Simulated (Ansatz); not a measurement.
Mg: energy along a strain

Mg, I4/mmm, a = 3.672 Å, c = 3.359 Å (as given, not relaxed at this level: -1.6 GPa). This isn't the element's structure at ambient conditions. Ansatz: LDA, PAW, 420 eV, Γ-centred 20×20×20 mesh on 1 atom, Gaussian smearing 0.15 eV; no spin polarisation. Cell vectors (Å): -1.836 1.836 1.679; 1.836 -1.836 1.679; 1.836 1.836 -1.679. The cell is strained by x per cent times the pattern (0 0 0 1 0 0) in the order xx yy zz yz xz xy (engineering shears), with fractional coordinates held. y is the free energy over the start, V0 = 22.644 Å³/atom. Symmetry makes y even in x.

```
x (%) y (meV/atom)
-2.00             ?
-1.00          0.24
 0.00          0.00
 0.50          0.06
 1.50          0.53
 1.75          0.72
```

**Question.** Fit y = c2 x² + c4 x⁴ to the other rows, get the stiffness along the pattern, and predict the missing energy.

**Answer.** Least squares on the rows shown. y = 0.2403 x² − 0.001778 x⁴. The clamped-ion stiffness p·C·p = 2 × 2.403 eV × 160.2 / 22.644 Å³ = 34 GPa, which is C44 in these axes (second derivative at the start, which stands under stress). At x = -2.00 the fit asked for gives 0.93 meV/atom. The run gave 0.94 meV/atom, so the fit is 0.01 meV/atom too low, a small miss on the scale of the series.